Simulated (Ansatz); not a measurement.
Here is the system:

SnSe₂:
```cif
data_Se2Sn
_chemical_formula_sum 'Sn1 Se2'
_space_group_name_H-M_alt 'P-3m1'
_space_group_IT_number 164
_space_group_name_Hall '-P 3 2"'
_cell_length_a 3.84059
_cell_length_b 3.84059
_cell_length_c 6.00827
_cell_angle_alpha 90.000
_cell_angle_beta 90.000
_cell_angle_gamma 120.000
loop_
_atom_site_label
_atom_site_type_symbol
_atom_site_symmetry_multiplicity
_atom_site_Wyckoff_symbol
_atom_site_fract_x
_atom_site_fract_y
_atom_site_fract_z
_atom_site_occupancy
Sn1 Sn 1 a 0.00000 0.00000 0.00000 1
Se1 Se 2 d 0.33333 0.66667 0.26512 1
```

This is the PBE+D3(BJ)-relaxed structure.

Problem. All from plane-wave PAW PBE+D3(BJ) (Ansatz code), unless another level is named. Estimate the HSE06 gap on the PBE+D3(BJ) cell.

Solution. 0.96 eV.

Problem. Predict the band gap.

Solution. 0.34 eV (indirect).

Problem. Give the smallest direct gap on the standard path.

Solution. 0.82 eV.

Problem. And the gap with spin–orbit coupling?

Solution. 0.32 eV.

Problem. Give the hole effective mass.

Solution. 0.24, 1.1, 2.1 mₑ (principal values).

Problem. And the Z2 indices of the occupied bands with spin–orbit coupling?

Solution. 0;(000).

The cell was relaxed with PBE+D3(BJ) under the symmetry of its start; of distortions, only those at the zone centre were tested. Scalar-relativistic: spin–orbit coupling is off unless named, which matters more the heavier the elements.

Potentials: the later of the program's two PAW sets.
